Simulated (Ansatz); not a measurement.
## Structure search: one Si₄N candidate

Theory: Ansatz, DFT PBE, scalar-relativistic, plane waves, PAW. Cutoff 420 eV, Gaussian smearing, Γ-centred meshes. Cell and atoms relax first on a coarse mesh and then on a finer one. In between, the cell is made exact in the group found at 0.06 Å. In metals the finer mesh still leaves noise of several meV/atom or more. The steps can't lower the symmetry of their start. No spin polarisation in the relaxation; trial moments died out in a coarse test.

The guess for Si₄N was made by a generator: random cell by space group and Wyckoff sites (Immm, No. 71). The dimensions are guesses.

```yaml
crystal:
  lattice:
    - [-2.08485, 2.77374, 2.88168]
    - [2.08485, -2.77374, 2.88168]
    - [2.08485, 2.77374, -2.88168]
  atoms:
    - { symbol: Si, position: [0.22245, 0.22245, 0.00000] }
    - { symbol: Si, position: [0.77755, 0.77755, 0.00000] }
    - { symbol: Si, position: [0.36146, 0.86146, 0.50000] }
    - { symbol: Si, position: [0.63854, 0.13854, 0.50000] }
    - { symbol: N, position: [0.50000, 0.50000, 0.00000] }
```

Energies over the elements count from the elements' standard structures at the same level (N₂ as a molecule), with no fitted energy shifts.

Problem. Describe the relaxed structure.

Solution. The symmetry stays Immm (No. 71). The volume per atom grows by 32.4 %, from 13.3 to 17.6 Å³. The shortest distance goes from 1.60 Å (Si–Si) to 1.68 Å (Si–N). The energy falls by about 2.0 eV/atom (the start's value is from the coarse mesh). The end is written in a standard setting, so origin, axes and order of atoms can differ from the start's. Conventional cell: a = 4.422 Å, b = 5.187 Å, c = 7.695 Å. Si on its first site is surrounded by 1 N at 1.68 Å, 2 Si at 2.42 Å and 2 Si at 2.64 Å; Si on its second site is surrounded by 3 Si at 2.36–2.42 Å, 2 Si at 2.64 Å and 2 N at 2.85 Å; around N lie 2 Si at 1.68 Å and 4 Si at 2.85 Å.

```
CELL_PARAMETERS angstrom
-2.21119 2.59328 3.84743
2.21119 -2.59328 3.84743
2.21119 2.59328 -3.84743
ATOMIC_POSITIONS crystal
Si 0.28159 0.28159 0.00000
Si 0.71841 0.71841 0.00000
Si 0.84689 0.34689 0.50000
Si 0.15311 0.65311 0.50000
N 0.50000 0.50000 0.00000
```

Problem. How does it come out in energy, and is it a metal?

Solution. The energy over the elements is +0.37 eV/atom. The gap on the 12×12×12 mesh of the 5-atom cell is 0 eV (a metal).

The separate elements lie lower, so it is unstable against them.

The last run used Gaussian smearing of 0.10 eV. Symmetry constrained the relaxation, so the result can be a saddle point. In all, the 3 runs took 11 min on 1 thread of Arm Neoverse N1, on a shared host.
